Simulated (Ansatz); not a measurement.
Cu₃Sn:
```xyz
8
Lattice="4.2505 0.0000 0.0000 0.0000 5.4447 0.0000 0.0000 0.0000 4.7780" Properties=species:S:1:pos:R:3 pbc="T T T"
Cu     2.1253     0.0000     1.4209
Cu     0.0000     2.7223     3.3572
Cu     0.0000     4.1014     0.7381
Cu     0.0000     1.3432     0.7381
Cu     2.1253     4.0656     4.0399
Cu     2.1253     1.3791     4.0399
Sn     2.1253     2.7223     1.6471
Sn     0.0000     0.0000     3.1309
```

Relaxed with PBEsol. Special points in fractions of this cell's reciprocal vectors: Γ (0.000, 0.000, 0.000); X (0.500, 0.000, 0.000); S (0.500, 0.500, 0.000); Y (0.000, 0.500, 0.000); Z (0.000, 0.000, 0.500); U (0.500, 0.000, 0.500); R (0.500, 0.500, 0.500); T (0.000, 0.500, 0.500).

List the band energies nearest the Fermi level at these points for plane-wave PAW PBEsol (Ansatz code).

In eV from the Fermi level; about four levels below and three above (degenerate sets whole), none deeper than 8.9 eV; points with the same levels are listed once.

```json
[
 {"k": "Γ", "below": "-2.16 -1.98 -1.67 -1.17", "above": "0.90 1.58 2.09"},
 {"k": "X", "below": "-1.41 -1.41 -1.21 -1.21", "above": "1.20 1.20 4.51 4.51"},
 {"k": "S", "below": "-2.25 -2.25 -0.17 -0.17", "above": "0.43 0.43 1.52 1.52"},
 {"k": "Y", "below": "-0.68 -0.68 -0.11 -0.11", "above": "1.37 1.37 2.64 2.64"},
 {"k": "Z", "below": "-1.91 -1.65 -1.46 -0.80", "above": "0.21 0.45 1.25"},
 {"k": "U", "below": "-1.86 -1.86 -1.63 -1.63", "above": "0.96 0.96 2.00 2.00"},
 {"k": "R", "below": "-2.22 -2.22 -2.01 -2.01", "above": "5.25 5.25 5.63 5.63"},
 {"k": "T", "below": "-2.42 -2.42 -2.34 -2.34", "above": "1.42 1.42 1.53 1.53"}
]
```

Space group Pmmn. The workflow started from a Materials Project entry (that database holds measured and hypothetical structures alike); the Crystallography Open Database files this formula in space group No. 59, but the cells were not matched. Whether it is the stable phase at ambient conditions was not checked. The PBEsol relaxation kept the symmetry of its start; of distortions, only those at the zone centre were tested. The run is not spin-polarised. Spin–orbit coupling is left out wherever it is not named.

Potentials: the later of the program's two PAW sets.
